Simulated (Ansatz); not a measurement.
The calculation used Ansatz 0.2.0, DFT PBE, scalar-relativistic, plane waves, PAW. Cutoff 420 eV, Γ-centred meshes of about 0.25 Å⁻¹ or finer for metals and 0.3 Å⁻¹ for insulators (2π included), Gaussian smearing. No spin polarisation.

These are static total energies at zero pressure.

Compare these two cells of Cu₅Mo, each relaxed at this level.

A.

```yaml
crystal:
  lattice:
    - [2.60703, 0.00000, 0.00000]
    - [0.00000, 2.60703, 0.00000]
    - [0.00000, 0.00000, 22.31711]
  atoms:
    - { symbol: Cu, position: [0.50000, 0.00000, 0.69828] }
    - { symbol: Cu, position: [0.00000, 0.50000, 0.61904] }
    - { symbol: Cu, position: [0.50000, 0.00000, 0.53967] }
    - { symbol: Cu, position: [0.50000, 0.00000, 0.85756] }
    - { symbol: Cu, position: [0.00000, 0.50000, 0.77755] }
    - { symbol: Cu, position: [0.00000, 0.50000, 0.14244] }
    - { symbol: Cu, position: [0.50000, 0.00000, 0.22245] }
    - { symbol: Cu, position: [0.00000, 0.50000, 0.30172] }
    - { symbol: Cu, position: [0.50000, 0.00000, 0.38095] }
    - { symbol: Cu, position: [0.00000, 0.50000, 0.46033] }
    - { symbol: Mo, position: [0.00000, 0.50000, 0.94782] }
    - { symbol: Mo, position: [0.50000, 0.00000, 0.05218] }
```

B.

```yaml
crystal:
  lattice:
    - [2.58629, 0.00000, 0.00000]
    - [0.00000, 2.58629, 0.00000]
    - [0.00000, 0.00000, 11.31032]
  atoms:
    - { symbol: Cu, position: [0.50000, 0.50000, 0.34158] }
    - { symbol: Cu, position: [0.50000, 0.50000, 0.65842] }
    - { symbol: Cu, position: [0.00000, 0.00000, 0.18129] }
    - { symbol: Cu, position: [0.00000, 0.00000, 0.81871] }
    - { symbol: Cu, position: [0.00000, 0.00000, 0.50000] }
    - { symbol: Mo, position: [0.50000, 0.50000, 0.00000] }
```

**Question.** Which would you expect to be lower, and how large is the difference?

**Answer.** A is lower, by 18 meV/atom. A has Cu and Mo ordered on fcc sites, space group P4/nmm (No. 129), 12.6 Å³/atom and no gap on its mesh; B has Cu and Mo ordered on fcc sites, space group P4/mmm (No. 123), 12.6 Å³/atom and no gap. Even the lower one lies +0.07 eV/atom against the reference forms of the elements (uncorrected), so neither is stable at this level. In A, around Cu on its first site lie 12 Cu at 2.55–2.61 Å; Cu on its second site is surrounded by 12 Cu at 2.55–2.61 Å; Mo has 4 Mo at 2.61 Å, 4 Cu at 2.73 Å and 4 Mo at 2.97 Å; 3 more sites not described. In B, around Cu on a site of symmetry 4mm lie 12 Cu at 2.56–2.59 Å; around Cu on a second site of symmetry 4mm lie 8 Cu at 2.58–2.59 Å and 4 Mo at 2.75 Å; around Mo lie 4 Mo at 2.59 Å and 8 Cu at 2.75 Å; 1 more site not described. Both come from trial cells of a structure search.

The k mesh leaves some 4 meV/atom of noise in the energy of each metallic cell. Trial moments fell under 0.15 μB along the way in P4/nmm and P4/mmm; another start might hold them. With atoms moved at random, A came back. B had no clear such test and can be a saddle point.
